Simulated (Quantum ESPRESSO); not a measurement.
# Where does O sit best among S sites?

These are calculations, not measurements. They come from pw.x of Quantum ESPRESSO 7.5, a plane-wave density functional program, with PseudoDojo standard norm-conserving files (v0.5 for PBE, v0.4.1 for LDA and PBEsol). The cells are made up: elements, strain and atom displacements were drawn at random, and nothing was relaxed. There is no spin polarisation, spin-orbit coupling or dispersion term.

The cell has 8 sites of a zincblende or diamond lattice. Sites 1 to 4 hold Mg Mg Mg Mg; sites 5 to 8 hold X X X X. Cell vectors in Å: (5.862, 0.003, 0.045); (0.003, 5.805, 0.006); (0.045, 0.006, 5.756). Settings: PBE, cutoff 1143 eV, 4 x 4 x 4 k mesh shifted by half a step, Fermi-Dirac smearing of 0.025 eV.

In each run one of the sites marked X holds O and the others hold S; cell and positions stay the same. E is the free energy of the cell.

```
site of the guest,first shell,mean distance (Å),E above the lowest (eV),P (GPa),force on the guest (eV/Å)
5,Mg4,2.425,0.000,-7.37,0.286
6,Mg4,2.569,1.213,-5.31,0.802
7,Mg4,2.552,1.125,-5.48,0.685
8,Mg4,2.540,0.845,-5.92,0.370
```

A rerun of one of these cells at 1437 eV and k mesh 6 x 6 x 6 moved values by no more than 0.003 eV in the cell's energy, 0.02 GPa in stress and 0.005 eV/Å in force.

## Reading the table

Site 5 is lowest, by 0.845 eV, over three times the rerun's bound. A straight line of energy against the mean distance has a slope of 8.4 ± 0.9 eV/Å, so the guest costs less on the tighter sites. The positions are random and not relaxed, so the differences hold for this frozen cell and are not site preferences of a real crystal.